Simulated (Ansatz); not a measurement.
Pb2SeS:
```yaml
crystal:
  lattice:
    - [4.24835, 0.00000, 0.00000]
    - [0.00000, 4.24835, 0.00000]
    - [0.00000, 0.00000, 6.00370]
  atoms:
    - { symbol: Pb, position: [0.00000, 0.00000, 0.00000] }
    - { symbol: Pb, position: [0.50000, 0.50000, 0.50000] }
    - { symbol: Se, position: [0.50000, 0.50000, 0.00000] }
    - { symbol: S, position: [0.00000, 0.00000, 0.50000] }
```

Plane-wave PAW PBEsol (Ansatz code) gives a gap of 0.07 eV without spin–orbit coupling, maximum at R, minimum at R.

What happens when spin–orbit coupling is switched on?

The gap increases by 0.09 eV, to 0.16 eV; maximum at R, minimum at R. The small gap may have closed and reopened with inverted band order, as semilocal functionals often give for heavy narrow-gap crystals.

Space group P4/mmm. The workflow started from a Materials Project entry (that database holds measured and hypothetical structures alike); the Crystallography Open Database copy checked does not list it. With Se and S taken as one species the cell has the higher symmetry Fm-3m, so it may be an ordered model of a mixed-site phase. Whether it is the stable phase at ambient conditions was not checked. Symmetry was held in the PBEsol relaxation; of distortions, only those at the zone centre were tested.

Potentials: the later of the program's two PAW sets.
